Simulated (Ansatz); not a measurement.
Consider the following.

Al₂O₃:
```cif
data_Al6O9
_chemical_formula_sum 'Al6 O9'
_space_group_name_H-M_alt 'R3m :H'
_space_group_IT_number 160
_space_group_name_Hall 'R 3 -2"'
_cell_length_a 3.00278
_cell_length_b 3.00278
_cell_length_c 17.33980
_cell_angle_alpha 90.000
_cell_angle_beta 90.000
_cell_angle_gamma 120.000
loop_
_atom_site_label
_atom_site_type_symbol
_atom_site_symmetry_multiplicity
_atom_site_Wyckoff_symbol
_atom_site_fract_x
_atom_site_fract_y
_atom_site_fract_z
_atom_site_occupancy
Al1 Al 3 a 0.00000 0.00000 0.19305 1
Al2 Al 3 a 0.00000 0.00000 0.69332 1
O1 O 3 a 0.00000 0.00000 0.02805 1
O2 O 3 a 0.00000 0.00000 0.58214 1
O3 O 3 a 0.00000 0.00000 0.80645 1
```
(The calculation used a cell of 5 atoms; values per cell refer to that cell.)

This is the r²SCAN-relaxed structure.

Q: All from plane-wave PAW r²SCAN (Ansatz code), unless another level is named. Estimate the largest static χ(2) component.

A: 0.74 pm/V.

Q: Next, the static dielectric constant ε0 (ions relaxed, cell fixed)?

A: 9.59 (xx = yy), 18.8 (zz).

Q: And the electronic dielectric constant ε∞ (DFPT)?

A: 3.10 (xx = yy), 2.98 (zz).

The workflow started from a Materials Project entry (that database holds measured and hypothetical structures alike); the Crystallography Open Database copy checked does not list it. It is not the phase usual at ambient conditions (space group No. 167). The r²SCAN relaxation kept the symmetry of its start; whether a distortion lowers the energy is not shown.

Potentials: the later of the program's two PAW sets.
